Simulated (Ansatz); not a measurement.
Input:

BN:
```yaml
crystal:
  lattice:
    - [1.24399, 0.71822, 3.22602]
    - [-1.24399, 0.71822, 3.22602]
    - [0.00000, -1.43644, 3.22602]
  atoms:
    - { symbol: B, position: [0.99974, 0.99974, 0.99974] }
    - { symbol: N, position: [0.33269, 0.33269, 0.33269] }
```

This is the LDA-relaxed structure. x, y and z are the axes in which the lattice vectors are written.

### Question
All from the program Ansatz at the LDA level (PAW), unless another level is named. Predict the elastic constants (relaxed ions, GPa).

### Answer
C11 = 928, C12 = 221, C13 = 0.8, C14 = 3.8, C33 = 29.0, C44 = 6.3.

### Question
What about the highest zone-centre frequency (without LO–TO term)?

### Answer
1388 cm⁻¹.

### Question
Predict the piezoelectric stress constants (proper, relaxed ions, C/m²).

### Answer
e15 = e24 = 0.02, e16 = e21 = 0.36, e22 = -0.36, e31 = e32 = 0.05, e33 = -0.16.

Space group R3m. The first step of the workflow began from a Materials Project structure, measured or hypothetical; the Crystallography Open Database copy checked does not list it. It is not the phase usual at ambient conditions (space group No. 186, 194, 216). The cell was relaxed with LDA under the symmetry of its start; phonons on a q-mesh show no instability. A crystal of weakly bound layers computed without a dispersion correction: the cell and the soft elastic constants depend strongly on that.

Potentials: the earlier of the program's two PAW sets.
